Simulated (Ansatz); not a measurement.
ScPt$_{3}$ (Cu3Au type, space group No. 221) at seven volumes, PBEsol (plane waves, PAW; program Ansatz), scaled uniformly. One row is withheld.

```csv
V (Å³/atom),P (GPa)
14.036,27.30
14.499,16.53
14.961,?
15.424,0.00
15.887,-6.27
16.349,-11.49
16.812,-15.81
```

Fit the shown pressures and predict the withheld one.

P = (3/2)B₀(x^(7/2) − x^(5/2))[1 + (3/4)(B′ − 4)(x − 1)] with x = (V₀/V)^(2/3). Least squares on the six rows gives V₀ = 15.424 Å³/atom, B₀ = 228 GPa, B′ = 5.04. At V = 14.961, x = 1.0205 and P = 7.50 GPa. The run itself gave 7.52 GPa.

Space group Pm-3m (Cu3Au type). The workflow started from a Materials Project entry (that database holds measured and hypothetical structures alike); the Crystallography Open Database files this formula in space group No. 221, but the cells were not matched. Whether it is the stable phase at ambient conditions was not checked. The PBEsol relaxation kept the symmetry of its start; of distortions, only those at the zone centre were tested. No spin polarisation was allowed. Spin–orbit coupling is left out wherever it is not named.

Potentials: the later of the program's two PAW sets.
